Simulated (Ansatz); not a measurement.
Start of a relaxation of CaCoC4N4:

Space group P-43m (No. 215). a = 6.101 Å, b = 6.101 Å, c = 6.101 Å, α = 90.00°, β = 90.00°, γ = 90.00°
| atom | site | symmetry | x | y | z |
| --- | --- | --- | --- | --- | --- |
| Ca | 1a | -43m | 0.0000 | 0.0000 | 0.0000 |
| Co | 1b | -43m | 0.5000 | 0.5000 | 0.5000 |
| C | 4e | .3m | 0.1993 | 0.1993 | 0.1993 |
| N | 4e | .3m | 0.3100 | 0.3100 | 0.3100 |

Method: DFT PBE, scalar-relativistic, plane waves, PAW (Ansatz). Cutoff 420 eV, Gaussian smearing, Γ-centred meshes. Cell and atoms relax first on a coarse mesh and then on a converged one. In between, the cell is made exact in the group found at 0.06 Å. The steps can't lower the symmetry of their start. Collinear spin, starting moments Co 3.0 μB.

A guess keeps its type if space group and coordination stay and the shape of the cell changes little (axis ratios within about 15 %, angles within 6°); the volume may change.

**Question.** Does it keep its structure type, or change into something else?

**Answer.** It keeps its type. The symmetry stays P-43m (No. 215). The volume per atom grows by 18.6 %, from 22.7 to 26.9 Å³. The shortest distance stays 1.17 Å (C–N). Counting neighbours within 15 % of an atom's shortest distance, the start has C 1, Ca 4, Co 4, N 1 and the end C 1, Ca 4, Co 4, N 1.

The last run used collinear spin, a 4×4×4 mesh for its 10-atom cell and Gaussian smearing of 0.02 eV. The magnetic state reached may not be the lowest. Symmetry constrained the relaxation, so the result can be a saddle point.
